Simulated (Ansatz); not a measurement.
# How far is PAW off for Si2W?

```yaml
crystal:
  lattice:
    - [-1.61664, 1.61664, 3.96609]
    - [1.61664, -1.61664, 3.96609]
    - [1.61664, 1.61664, -3.96609]
  atoms:
    - { symbol: Si, position: [0.33300, 0.33300, 0.00000] }
    - { symbol: Si, position: [0.66700, 0.66700, 0.00000] }
    - { symbol: W, position: [0.00000, 0.00000, 0.00000] }
```

Atoms are numbered in the order listed.

The cell comes from COD entry 1010283, which wasn't checked; take it as a given geometry. It differs from other determinations. The listed cell was then made from it by scaling, straining or moving an atom.

Spin–orbit coupling is left out, though it moves levels of the heavy atoms by tenths of an eV or more.

Levels of theory: DFT, PBEsol, PAW with Ansatz's default frozen-core files, scalar-relativistic (Ansatz 0.2.0); DFT, PBEsol, all-electron PAW with datasets made for the crystal, scalar-relativistic (Ansatz 0.2.0); DFT, PBEsol, all-electron LAPW, scalar-relativistic (Ansatz 0.2.0).

For PAW: a Γ-centred 18×18×18 k mesh, Fermi–Dirac smearing of 0.03 eV, cutoff 420 eV, no spin polarisation; the PAW files were made with PBE, and the program remakes their frozen cores for this functional. The crystal-made all-electron datasets (AE datasets) take a cutoff of 320 eV at this cell. LAPW targets a basis error of 0.5 meV/atom. The Ansatz runs share mesh, smearing and spin set-up. Plane-wave (PAW) pressures include the program's estimate of the Pulay term.

Stress and pressure are positive in compression.

The change that made this cell: volume scaled by 1.02.

```tsv
quantity	PAW	AE datasets	LAPW
pressure (GPa)	-7.71	-7.71	-7.72
stress xx (GPa)	-6.66	-6.65	-6.66
stress zz (GPa)	-9.81	-9.83	-9.83
force on Si1, z (eV/Å)	0.315	0.317	0.317
```

PAW's pressure differs from the LAPW value by about 0.01 GPa or less.
